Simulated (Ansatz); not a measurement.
The elements of this relaxed trial crystal are hidden behind letters.

```
lattice vectors (Å)
   2.7790    0.0000    0.0000
   0.0000    2.7790    0.0000
   0.0000    0.0000   10.7979
fractional positions
X 0.5000 0.5000 0.0000
X 0.0000 0.5000 0.3995
X 0.5000 0.0000 0.6005
Z 0.0000 0.5000 0.8065
Z 0.5000 0.0000 0.1935
Q 0.0000 0.0000 0.0000
```

All numbers below come from DFT PBE, scalar-relativistic, plane waves, PAW (Ansatz 0.2.0). Settings of the last relaxation (6-atom cell): 420 eV, 14×14×4 k points, Gaussian smearing of 0.10 eV, no spin polarisation.

```
Space group                                : P-4m2 (No. 115)
Conventional cell                          : a = 2.779 Å, c = 10.798 Å
Volume per atom                            : 13.90 Å³
Density                                    : 7.94 g/cm³
Energy over the elements                   : −0.10 eV/atom
Gap on the 14×14×4 mesh of the 6-atom cell : 0 eV (a metal)
```

Energies are uncorrected and count from the elements' standard states at the same level.

Question: X is an s-block element of period 2, Z is a d-block element of period 6 and Q is a p-block element of period 2. Which elements are they?

Answer: X = Li, Z = Ta, Q = O, so the formula is Li3Ta2O. Density times volume gives a mean mass of 7.94 × 13.90/1.6605 = 66.5 u per atom, and this set has 66.5 u. Li on a site of symmetry -4m2 is surrounded by 4 O at 1.97 Å, 4 Ta at 2.51 Å and 4 Li at 2.78 Å; around Ta lie 2 Li at 2.51 Å, 2 O at 2.51 Å, 4 Ta at 2.78 Å and 4 Li at 2.97 Å; O is surrounded by 4 Li at 1.97 Å and 4 Ta at 2.51 Å; 1 more site not described. Other sets within the hints have nearly the same mass, so mass alone doesn't settle it; this one was computed.

These runs have no spin–orbit coupling, which can matter for Ta. A structure relaxed within its symmetry needn't be a true minimum. Another cell of Li3Ta2O relaxed alike, in P-3m1, lies 201 meV/atom lower, so this cell isn't the stable form at this level.
